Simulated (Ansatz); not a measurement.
**AuCu3-type TbGa3**

The computed numbers are results of PBEsol, scalar-relativistic (collinear spin) in the plane-wave PAW code Ansatz at 420 eV, 8×8×8 k-mesh, Gaussian smearing of 0.05 eV. The datasets are Ansatz's generated set soft_2.

```
CELL_PARAMETERS angstrom
4.18384 0.00000 0.00000
0.00000 4.18384 0.00000
0.00000 0.00000 4.18384
ATOMIC_POSITIONS crystal
Tb 0.00000 0.00000 0.00000
Ga 0.00000 0.50000 0.50000
Ga 0.50000 0.50000 0.00000
Ga 0.50000 0.00000 0.50000
```

The start was a prototype's sites filled with these elements; the Crystallography Open Database holds the compound in this structure.

Magnetic state: ferromagnetic, site spin moments Tb 5.91 μB.

The cell is relaxed to zero pressure at this level.

Path: Γ–X–M–Γ–R–X | R–M, with Γ = (0.000, 0.000, 0.000), X = (0.000, 0.500, 0.000), M = (0.500, 0.500, 0.000), R = (0.500, 0.500, 0.500) in reciprocal vectors of the calculation's cell.

Problem. Is it a metal or an insulator, and if it has a gap, where are the band edges on this path?

Solution. A metal: bands cross the Fermi level.

Bands as a text map, energy in eV from the Fermi level (dashes), each leg drawn with the same width, + spin up, o spin down, # both:
```
  3.57 |#+   ooo+ooo###oo##++# o o +o+ +# +ooo+++++##
  3.21 |ooooo  ooo##+# +#  +ooo+ +  +   +ooo++       
  2.86 | oo++++#++++#+ oo   # + o       o++#         
  2.50 |+++oooo#    oo #+o  o+o #       +o##       # 
  2.14 |  +#++#+o   ++#  + o+ + +        + +        #
  1.79 |   +  + +ooo      o    o                     
  1.43 |    oo   #+#####  ##   +        ooo        o#
  1.07 |    o+   +o     o  #     o      +++        + 
  0.71 |oooo#ooooo+o    +o#ooooo  oooooo oooooooooo  
  0.36 |    #ooooo#oooooo#oo   oo#ooooooooooooooooooo
  0.00 |ooooo#ooo#o#oooo####ooo#oooooooooooooooooo#oo
 -0.36 |   #o    oo +###  oo   o       # ++       o##
 -0.71 |  #  o+ +   #+ +oo  + + #        oo       #  
 -1.07 |+#    ooo o#    +#o o+o  o         o    o#   
 -1.43 |oo####o###+      ####o   +#   # #o##   o+    
 -1.79 |      +#++o           #   +############++    
 -2.14 |      o   +                # #o##     # o    
 -2.50 |     #  #  #    #      #      +#  +    o     
 -2.86 |   +#                         #   o    #     
 -3.21 |o##o     #  #        o  #+#+ +        + #    
 -3.57 |+#        +  # #   +#+#  o o+o   #  ++o  #o  
 -3.93 |++++++++++#+++#++++#+++++++++++++++++#+++++##
 -4.29 |++#++++++++++++++++#+++#++++#+++#+++#++++++++
 -4.64 |           #      #     #   +   +   ++       
 -5.00 |   #        o    o+      #     #             
 -5.36 |            +   o#        #   #              
 -5.71 |    #        ####          ####     #########
 -6.07 |             +               # #      #      
        Γ      X      M      Γ      R      XR       M
```

Without a U the open 4f shell is pinned at the Fermi level, an artefact: in the real crystal it splits into occupied and empty levels away from it, and its large orbital moment is missing here. Spin–orbit coupling, which matters for such heavy elements, is left out. The run wasn't fully tested for a lower electronic state. Site moments are of spin, integrated over atomic spheres. No antiparallel order was tried.

A lower state of the open shells can't be excluded, and forces and pressures are less sure for it. The relaxed cell is 7 % smaller in volume than the cell of this structure in the Crystallography Open Database (19.67 Å³/atom, 1981).
